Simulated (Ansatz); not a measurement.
KF:
```cif
data_F4K4
_chemical_formula_sum 'K4 F4'
_space_group_name_H-M_alt 'Fm-3m'
_space_group_IT_number 225
_space_group_name_Hall '-F 4 2 3'
_cell_length_a 5.42066
_cell_length_b 5.42066
_cell_length_c 5.42066
_cell_angle_alpha 90.000
_cell_angle_beta 90.000
_cell_angle_gamma 90.000
loop_
_atom_site_label
_atom_site_type_symbol
_atom_site_symmetry_multiplicity
_atom_site_Wyckoff_symbol
_atom_site_fract_x
_atom_site_fract_y
_atom_site_fract_z
_atom_site_occupancy
K1 K 4 a 0.00000 0.00000 0.00000 1
F1 F 4 b 0.50000 0.50000 0.50000 1
```
(The calculation used a cell of 2 atoms; values per cell refer to that cell.)

Relaxed with PBE. PBE (plane waves, PAW; program Ansatz) gives a gap of 5.96 eV.

Problem. What gap does HSE06 give on the same cell (Ansatz, PAW)?

Solution. 7.94 eV, 1.98 eV more. The hybrid was solved on a coarser mesh and at special points; its gap is the smallest among all of these.

| k | v1 PBE | c1 PBE | v1 HSE06 | c1 HSE06 |
|---|---|---|---|---|
| Γ | 0.00 | 5.96 | 0.00 | 7.94 |
| X | -0.07 | 8.17 | ___ | ___ |
| L | -0.31 | 8.90 | ___ | ___ |
| W | -0.17 | 9.59 | ___ | ___ |
| K | -0.19 | 8.86 | ___ | ___ |

Problem. Top valence (v1) and lowest conduction level (c1) in eV from each method's valence maximum (which need not be a listed point): supply the withheld HSE06 values.

Solution. 
- W, v1 HSE06: -0.16
- W, c1 HSE06: 11.73
- K, v1 HSE06: -0.18
- K, c1 HSE06: 10.97
- X, v1 HSE06: -0.06
- X, c1 HSE06: 10.27
- L, v1 HSE06: -0.32
- L, c1 HSE06: 11.01

Cost on shared cores: the PBE run (SCF on a 9×9×9 mesh, then bands and DOS) about 7 core-seconds (a rough figure), the HSE06 run (SCF on 7×7×7, then a few points) about 90 core-seconds (a rough figure); the tasks are unlike.

Symmetry was held in the PBE relaxation; phonons on a q-mesh show no instability.

Potentials: the later of the program's two PAW sets.
